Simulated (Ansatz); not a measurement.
SiC (4H polytype), relaxed with LDA (Ansatz, a quantum-chemistry and plane-wave program, plane waves, PAW): a = b = 3.0584 Å, c = 10.0120 Å, α = β = 90.00°, γ = 120.00°.

| Quantity | Value |
|---|---|
| gap (eV) | 2.18 |
| ΔH_f (eV/atom) | -0.28 |
| B₀ by P(V) fit (GPa) | 230 |
| K_Hill (GPa) | 230 |
| G_Hill (GPa) | 192 |
| ε∞ | 7.06 |
| ε0 | 10.5 |
| highest Γ mode, no LO–TO term (cm⁻¹) | 923 |
| electron conductivity mass (mₑ) | 0.35 |
| Θ_D (K) | 1160 |

Task: The same phase is relaxed and computed with PBE in the same code. What are the cell and these values now?

Result: a = 3.0941 Å, b = 3.0941 Å, c = 10.1292 Å, α = 90.00°, β = 90.00°, γ = 120.00°.

* **gap (eV)**: 2.22
* **ΔH_f (eV/atom)**: -0.20
* **B₀ by P(V) fit (GPa)**: 213
* **K_Hill (GPa)**: 213
* **G_Hill (GPa)**: 185
* **ε∞**: 7.12
* **ε0**: 10.6
* **highest Γ mode, no LO–TO term (cm⁻¹)**: 895
* **electron conductivity mass (mₑ)**: 0.35
* **Θ_D (K)**: 1140

All cells were relaxed under the symmetry of their starts (and spin orders); stability against distortions was not tested throughout.

Potentials: the later of the program's two PAW sets.

Ansatz is a plane-wave DFT program.

Formation energies count from the lowest solids of the elements computed at the same level, not from gases.
